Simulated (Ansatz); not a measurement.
AlRu (Pm-3m), a sublattice moved along a line

Method: DFT r2SCAN, scalar-relativistic, plane waves, PAW in Ansatz. Settings: plane waves to 500 eV, k-mesh 20×20×20 (Γ-centred), Gaussian smearing 0.15 eV. No spin polarisation. Energies are free energies at this smearing, counted from the undisturbed cell; pressure is positive in compression.

The starting cell (relaxed at this level; it needn't be the usual structure):

```xyz
2
Lattice="2.9826 0.0000 0.0000 0.0000 2.9826 0.0000 0.0000 0.0000 2.9826" Properties=species:S:1:pos:R:3 pbc="T T T"
Al    0.0000    0.0000    0.0000
Ru    1.4913    1.4913    1.4913
```

Every Ru atom is moved by x along the Cartesian unit vector (0.000, 0.000, 1.000); the cell and all other atoms stay fixed. The cell is metallic on the mesh throughout.

| x (Å) | ΔE (meV/cell) | force along x on the moved atoms (eV/Å) | pressure (GPa) |
| --- | --- | --- | --- |
| -0.1000 | 40.8 | 0.81 | 0.8 |
| -0.0500 | 10.2 | 0.41 | 0.2 |
| 0.0000 | 0.0 | 0.00 | 0.0 |
| 0.0125 | 0.6 | -0.10 | 0.0 |
| 0.0250 | 2.6 | -0.20 | 0.0 |
| 0.0375 | 5.7 | -0.31 | 0.1 |
| 0.0625 | 16.0 | -0.51 | 0.3 |
| 0.0750 | 23.0 | -0.61 | 0.4 |
| 0.0875 | 31.3 | -0.71 | 0.6 |

By symmetry 0.1000 repeats -0.1000, -0.0750 repeats 0.0750, 0.0500 repeats -0.0500, -0.0250 repeats 0.0250 in energy, with the opposite slope along the path.

Cost: 9 runs of about 6.7 core-minutes in all, on Intel Xeon Processor @ 2.70GHz (shared hosts).